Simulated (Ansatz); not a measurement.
Given:

Ni3Sn:
```
CELL_PARAMETERS angstrom
      5.23073     0.00000     0.00000
     -2.61536     4.52994     0.00000
      0.00000     0.00000     4.19319
ATOMIC_POSITIONS crystal
  Sn 0.33333 0.66667 0.25000
  Sn 0.66667 0.33333 0.75000
  Ni 0.84040 0.68080 0.25000
  Ni 0.15960 0.84040 0.75000
  Ni 0.31920 0.15960 0.25000
  Ni 0.15960 0.31920 0.75000
  Ni 0.84040 0.15960 0.25000
  Ni 0.68080 0.84040 0.75000
```

This is the PBEsol-relaxed structure. Tensor components refer to the Cartesian frame of this cell.

Problem. All from DFT-PBEsol in the program Ansatz with PAW potentials, unless another level is named. Estimate the bulk modulus (Birch–Murnaghan fit).

Solution. 189 GPa.

Problem. Next, the elastic constants (relaxed ions, GPa)?

Solution. C11 = 298, C12 = 135, C13 = 128, C33 = 330, C44 = 61.2.

Space group P6_3/mmc. The workflow started from an entry of the Crystallography Open Database (COD), which files this formula under 3 space groups. Whether it is the stable phase at ambient conditions was not checked. The PBEsol relaxation kept the symmetry of its start; its stability against distortions is not shown here. The workflow began spin-polarised and lost its moments. As this level gives no gap, shear constants depend on the k-mesh and smearing (Fermi–Dirac, 0.1 eV here). Scalar-relativistic: spin–orbit coupling is off unless named, which matters more the heavier the elements.

Potentials: the later of the program's two PAW sets.
